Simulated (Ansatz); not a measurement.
PbS:
```xyz
4
Lattice="4.1236 0.0000 0.0000 -2.0618 3.5711 0.0000 0.0000 0.0000 7.3334" Properties=species:S:1:pos:R:3 pbc="T T T"
Pb     0.0000     0.0000     0.0000
Pb     0.0000     0.0000     3.6667
S      0.0000     2.3808     1.8333
S      2.0618     1.1904     5.5000
```

Relaxed with r²SCAN. Special points in fractions of this cell's reciprocal vectors: Γ (0.000, 0.000, 0.000); M (0.500, 0.000, 0.000); K (0.333, 0.333, 0.000); A (0.000, 0.000, 0.500); L (0.500, 0.000, 0.500); H (0.333, 0.333, 0.500).

List the band energies nearest the Fermi level at these points for r²SCAN with spin–orbit coupling (plane waves, PAW; program Ansatz).

In eV from the Fermi level; about four levels below and three above (degenerate sets whole), none deeper than 8.9 eV; points with the same levels are listed once.

| k | below | above |
|---|---|---|
| Γ | -1.94 -1.94 -0.01 -0.01 | 0.08 0.08 2.37 2.37 |
| M | -1.97 -1.97 -1.15 -1.15 | 0.04 0.04 1.71 1.71 |
| K | -3.75 -3.75 -0.23 -0.23 | 2.15 2.15 2.23 2.23 |
| A | -1.77 -1.77 -1.77 -1.77 | 1.90 1.90 1.90 1.90 |
| L | -2.88 -2.88 -2.88 -2.88 | 2.06 2.06 2.06 2.06 |
| H | -2.37 -2.37 -0.02 -0.02 | 1.05 1.05 3.34 3.34 |

Space group P6_3/mmc (NiAs type). The start of the workflow was typed in or built on a structure type; neither database checked (COD, Materials Project) lists it. It is not the phase usual at ambient conditions (space group No. 225). Symmetry was held in the r²SCAN relaxation; whether a distortion lowers the energy is not shown.

Potentials: the earlier of the program's two PAW sets.
